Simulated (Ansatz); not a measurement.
Input:

BaHfO3:
```yaml
crystal:
  lattice:
    - [4.12128, 0.00000, 0.00000]
    - [0.00000, 4.12128, 0.00000]
    - [0.00000, 0.00000, 4.12128]
  atoms:
    - { symbol: Ba, position: [0.50000, 0.50000, 0.50000] }
    - { symbol: Hf, position: [0.00000, 0.00000, 0.00000] }
    - { symbol: O, position: [0.00000, 0.50000, 0.00000] }
    - { symbol: O, position: [0.50000, 0.00000, 0.00000] }
    - { symbol: O, position: [0.00000, 0.00000, 0.50000] }
```

This is the LDA-relaxed structure.

Problem. All from LDA (plane waves, PAW; program Ansatz), unless another level is named. Predict the electron effective mass, band 1 of 3 at the edge.

Solution. 2.2 along [100], 0.62 along [110], 0.50 along [111] (mₑ).

Problem. Give the weight of the conduction-edge state by species (Voronoi cells).

Solution. Hf 52 %, O 37 %, Ba 11 %.

Problem. Give the weight of the valence-edge state by species (Voronoi cells).

Solution. O 98 %.

Space group Pm-3m (cubic perovskite). The LDA relaxation kept the symmetry of its start; phonons on a q-mesh show weakly imaginary modes. The run is not spin-polarised. Spin–orbit coupling is left out wherever it is not named.

Potentials: the later of the program's two PAW sets.

Edges and masses are those of Kohn–Sham bands, whose gap is no quasiparticle gap.
